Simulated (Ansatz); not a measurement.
The start is a relaxed CdSe cell deformed by the Cartesian strain tensor (xx, yy, zz, yz, xz, xy) = (-0.023, -0.089, 0.010, -0.061, -0.104, 0.092). Cell shape, volume and atoms are optimised at zero target pressure with PBEsol (plane waves to 420 eV, PAW, scalar-relativistic; Ansatz, a program for electronic structure). The first steps use a coarse 7×8×6 k-mesh.

Input geometry:
```yaml
crystal:
  lattice:
    - [-0.03345, 2.58325, 2.88430]
    - [2.65623, 0.09427, 2.75658]
    - [3.25225, 3.05155, -0.50175]
  atoms:
    - { symbol: Se, position: [0.75000, 0.75000, 0.75000] }
    - { symbol: Cd, position: [0.00000, 0.00000, 0.00000] }
```

| Item | Result |
|---|---|
| Energy released | 0.50 eV/atom |
| Volume change | +13.9 %, from 24.69 to 28.12 Å³/atom |
| Relative to the parent | It relaxes back to the parent, F-43m (No. 216) |
| Band gap at the end | 0.48 eV, direct at Γ (no spin-orbit coupling) |
| Optimiser moves | 9 |

It ends as:

Space group F-43m (No. 216); a = b = c = 6.0816 Å, α = β = γ = 90.00°

```json
[
 {"atom": "Se", "site": "4d", "symmetry": "-43m", "x": "0.7500", "y": "0.7500", "z": "0.7500"},
 {"atom": "Cd", "site": "4b", "symmetry": "-43m", "x": "0.5000", "y": "0.5000", "z": "0.5000"}
]
```
(The calculation used a cell of 2 atoms; values per cell refer to that cell.)

Final values are on a 9×9×9 k-mesh of the relaxed cell. No spin polarisation in the result.
